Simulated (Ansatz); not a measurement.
Sr (fcc (Cu type), Fm-3m) at seven volumes, plane-wave PAW PBE+D3(BJ) (Ansatz code), scaled uniformly. One row is withheld.

| V (Å³/atom) | P (GPa) |
|---|---|
| 47.416 | 1.40 |
| 48.979 | 0.87 |
| 50.542 | 0.40 |
| 52.105 | 0.00 |
| 53.668 | -0.35 |
| 55.232 | -0.65 |
| 56.795 | ? |

Fit the shown pressures and predict the withheld one.

P = (3/2)B₀(x^(7/2) − x^(5/2))[1 + (3/4)(B′ − 4)(x − 1)] with x = (V₀/V)^(2/3). Least squares on the six rows gives V₀ = 52.106 Å³/atom, B₀ = 12.5 GPa, B′ = 3.74. At V = 56.795, x = 0.9442 and P = -0.92 GPa. The run itself gave -0.92 GPa.

Symmetry was held in the PBE+D3(BJ) relaxation. The pairwise dispersion correction was not fitted to metals.

Potentials: the later of the program's two PAW sets.
